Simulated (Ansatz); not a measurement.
GaP (zinc blende)

```xyz
2
Lattice="0.0000 2.7532 2.7532 2.7532 0.0000 2.7532 2.7532 2.7532 0.0000" Properties=species:S:1:pos:R:3 pbc="T T T"
P      4.1298     4.1298     4.1298
Ga     0.0000     0.0000     0.0000
```

E(V) scan at fixed shape, V₀ the volume above. Symmetry pins the atoms to their sites.

The numbers are results of PBE (plane waves to 420 eV, PAW, scalar-relativistic; Ansatz, a first-principles code), not measurements. k mesh 10×10×10 (Γ-centred), Fermi-Dirac smearing 0.05 eV. Stress and pressure are positive under compression. GaP was relaxed with its symmetry unable to fall. The PAW data are Ansatz's earlier set.

At one point of the scan the stress tensor (GPa) is:

```
   3.93     0.00     0.00
   0.00     3.93     0.00
   0.00     0.00     3.93
```

Q: Which point is it?
A) V/V₀ = 0.985
B) V/V₀ = 0.955
C) V/V₀ = 0.940
D) V/V₀ = 0.970

A: B, V/V₀ = 0.955

(A scan under strain: stresses follow from slopes of the energy per volume, elastic moduli from its curvatures.)
